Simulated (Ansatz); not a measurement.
These are results of Ansatz 0.2.0, DFT PBE, scalar-relativistic, plane waves, PAW, not measurements. All cells share a 420 eV cutoff and Γ-centred k meshes spaced at most about 0.3 Å⁻¹ (about 0.25 or finer for metals, 2π included). Collinear spin in cells that started with moments and kept them past the coarse steps, no spin elsewhere.

All energies are static (0 K, no zero-point motion).

Two relaxed structures of CdO5:

A. (site moments O 0.9 (×2), 1.9 (×2), 1.8 μB)

```cif
data_structure
_symmetry_space_group_name_H-M 'P-6m2'
_symmetry_Int_Tables_number 187
_cell_length_a 3.4432
_cell_length_b 3.4432
_cell_length_c 9.5452
_cell_angle_alpha 90.000
_cell_angle_beta 90.000
_cell_angle_gamma 120.000
_cell_volume 98.00
loop_
_atom_site_label
_atom_site_type_symbol
_atom_site_symmetry_multiplicity
_atom_site_Wyckoff_symbol
_atom_site_fract_x
_atom_site_fract_y
_atom_site_fract_z
_atom_site_occupancy
Cd1 Cd 1 a 0.00000 0.00000 0.00000 1
O1 O 2 i 0.66667 0.33333 0.11457 1
O2 O 2 g 0.00000 0.00000 0.38486 1
O3 O 1 f 0.66667 0.33333 0.50000 1
```

B. (site moments O 1.5, 0.6 (×4) μB)

```cif
data_structure
_symmetry_space_group_name_H-M 'F-43m'
_symmetry_Int_Tables_number 216
_cell_length_a 6.2398
_cell_length_b 6.2398
_cell_length_c 6.2398
_cell_angle_alpha 90.000
_cell_angle_beta 90.000
_cell_angle_gamma 90.000
_cell_volume 242.95
loop_
_atom_site_label
_atom_site_type_symbol
_atom_site_symmetry_multiplicity
_atom_site_Wyckoff_symbol
_atom_site_fract_x
_atom_site_fract_y
_atom_site_fract_z
_atom_site_occupancy
Cd1 Cd 4 a 0.00000 0.00000 0.00000 1
O1 O 4 d 0.25000 0.25000 0.75000 1
O2 O 16 e 0.62338 0.12338 0.87662 1
```

Task: Which is lower in energy, and by how much?

Result: A is lower, by 62 meV/atom. A has space group P-6m2 (No. 187), 16.3 Å³/atom and no gap on its mesh; B has space group F-43m (No. 216), 10.1 Å³/atom and no gap. Counting O atoms around Cd (those within 1.25 times the shortest such distance or 1.15 times the sum of covalent radii; the shortest distance is added where it is long for a bond), A has Cd 6 and B has Cd 16 from 2.6 Å. Even the lower one lies +1.26 eV/atom against the reference forms of the elements (uncorrected), so neither is stable at this level. In A, around Cd lie 6 O at 2.27 Å; around O on a site of symmetry 3m lie 1 O at 2.19 Å and 3 Cd at 2.27 Å; O on a second site of symmetry 3m is surrounded by 4 O at 2.20–2.27 Å (long contacts); 1 more site not described. In B, around Cd lie 16 O at 2.59–2.70 Å; O on a site of symmetry -43m is surrounded by 12 O at 2.58 Å and 4 Cd at 2.70 Å; O on a site of symmetry 3m is surrounded by 6 O at 2.18–2.23 Å, 3 O at 2.58 Å and 3 Cd at 2.59 Å. Both come from invented guesses. A third cell relaxed alike, in P6/mmm, lies 0.74 eV/atom below the lower of the two.

Weakly bound directions are ill-defined at this level, which has no dispersion term (P-6m2), and this can change margins and order among such cells. The magnetic state reached may not be the lowest. Cells relaxed within their symmetry can be saddle points. Some candidate types were left out of the draw beforehand, so a known form may be missing.
